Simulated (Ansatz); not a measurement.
Values for one crystal, relaxed and computed with the program Ansatz at the PBEsol level (PAW); other levels are named.

```yaml
volume_per_atom: 14.99 Å³
electronic_character: metallic (no gap)
Young's modulus: 242 GPa
hill_bulk_and_shear_moduli: 150 and 98.1 GPa
Elastic constants (relaxed ions, GPa): C11 = 239, C12 = 90.8, C13 = 108, C33 = 268, C44 = 150
Density of states at the Fermi level: 0.35 states/eV per atom (mean over ±0.08 eV)
mechanical_stability: stable (all eigenvalues of C positive)
```

Which compound is it?
(A) TiP, P6_3/mmc (Ti on 4f, P on 2d, P on 2a)
(B) TiC, rock salt
(C) Ti3O5, Cmcm (Pearson symbol oS32)
(D) Ti2AlN, P6_3/mmc (Ti on 4f, Al on 2d, N on 2a)

A, TiP, P6_3/mmc (Ti on 4f, P on 2d, P on 2a)

The workflow started from a Materials Project entry (that database holds measured and hypothetical structures alike); the Crystallography Open Database files this formula in space group No. 194, but the cells were not matched. Whether it is the stable phase at ambient conditions was not checked. The PBEsol relaxation kept the symmetry of its start; its stability against distortions is not shown here. No spin polarisation was allowed. As this level gives no gap, shear constants depend on the k-mesh and smearing (Fermi–Dirac, 0.1 eV here).

Potentials: the later of the program's two PAW sets.
